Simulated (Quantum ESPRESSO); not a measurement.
## GaInMgAlP4 (a curve over strain)

Computed values, not a measurement. The program is pw.x of Quantum ESPRESSO 7.5 (plane-wave density functional theory). The cell is made up: 8 atoms on a zincblende/diamond lattice, with randomly drawn elements, strain and displacements, not relaxed. PseudoDojo standard norm-conserving files (v0.5 for PBE, v0.4.1 for LDA and PBEsol) set the functional; there is no spin polarisation, spin-orbit coupling or dispersion term, and the masses in the input are unused placeholders. A spin-polarised start on this cell or one of its family kept no moment.

Seven runs add a strain to one cell (along z); the atoms follow the cell and are not relaxed. Stress in the table is positive in tension.

Input of the run at +0.0003:

```
&control calculation='scf', pseudo_dir='./dojo.nc.sr.pbe.v0_5.standard.upf', outdir='./o', disk_io='low', tprnfor=.true., tstress=.true. /
&system ibrav=0, nat=8, ntyp=5, nbnd=40, ecutwfc=84.00895049, nosym=.true., tot_charge=0,
 occupations='smearing', smearing='fd', degauss=0.0073498644
/
&electrons conv_thr=7.350e-09, electron_maxstep=60, /
ATOMIC_SPECIES
Al 1.0 Al.upf
Ga 1.0 Ga.upf
In 1.0 In.upf
Mg 1.0 Mg.upf
P 1.0 P.upf
CELL_PARAMETERS angstrom
5.8362 0.0677 -0.0908
0.0677 5.6978 -0.0251
-0.0908 -0.0251 5.7437
ATOMIC_POSITIONS angstrom
Ga -0.0386 0.0765 0.029
In 0.0276 2.8375 2.9115
Mg 2.9305 0.0604 2.7984
Al 2.9894 2.8853 -0.0777
P 1.5016 1.4125 1.434
P 1.47 4.2622 4.2408
P 4.3906 1.4891 4.267
P 4.4895 4.3473 1.3184
K_POINTS automatic
6 6 6 1 1 1
```

| added strain | free energy less that of the input shown (eV) | stress xx (GPa) | stress yy (GPa) | stress zz (GPa) | stress xy (GPa) | pressure (GPa) | iterations |
| --- | --- | --- | --- | --- | --- | --- | --- |
| -0.0198 | -0.0008 | 0.09 | -0.26 | -0.73 | 1.09 | 0.30 | 11 |
| -0.0057 | -0.0040 | 0.87 | 0.50 | 0.36 | 1.02 | -0.57 | 12 |
| +0.0003 | 0.0000 | 1.18 | 0.80 | 0.81 | 0.99 | -0.93 | 12 |
| +0.0082 | 0.0104 | 1.58 | 1.19 | 1.39 | 0.96 | -1.39 | 12 |
| +0.0193 | 0.0341 | 2.10 | 1.69 | 2.20 | 0.91 | -2.00 | 12 |
| +0.0237 | 0.0464 | 2.30 | 1.88 | 2.51 | 0.89 | -2.23 | 12 |

Question: one run is left out of the table, at -0.0103. Estimate its stress zz (GPa).

Answer: 0.01. The whole row:

| added strain | free energy less that of the input shown (eV) | stress xx (GPa) | stress yy (GPa) | stress zz (GPa) | stress xy (GPa) | pressure (GPa) | iterations |
| --- | --- | --- | --- | --- | --- | --- | --- |
| -0.0103 | -0.0050 | 0.62 | 0.26 | 0.01 | 1.04 | -0.30 | 12 |

A cubic fit gives a slope of stress zz against the added strain of 75 GPa at zero added strain, with the atoms clamped. Across the table the free energy follows the integral of the stress to within 0.4 meV. A rerun of one of the cells at 1437 eV and a 8 x 8 x 8 mesh moved values by no more than 0.004 eV in energy, 0.02 GPa in stress and 0.004 eV/Å in force.